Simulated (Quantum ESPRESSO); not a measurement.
```
CELL_PARAMETERS angstrom
      3.27127     0.00000     0.00000
     -1.63563     2.83300     0.00000
      0.00000     0.00000    16.30000
ATOMIC_POSITIONS crystal
  Se 0.00000 0.00000 0.89737
  Se 0.00000 0.00000 0.10263
  W  0.33333 0.66667 0.00000
```

The layer was cut from Materials Project entry mp-1821 and relaxed with PBEsol in a cell 16.3 Å high, with the Coulomb interaction truncated along z.

Task: What does PBEsol (pw.x of Quantum ESPRESSO, ONCV potentials, with spin-orbit coupling) give for the electronic structure near the Fermi level?

Result: The PBEsol gap is indirect, 1.33 eV, from K to 46 % of the way from K to Γ; the smallest direct gap is 1.40 eV. The valence-band maximum lies 4.90 eV below the vacuum level.
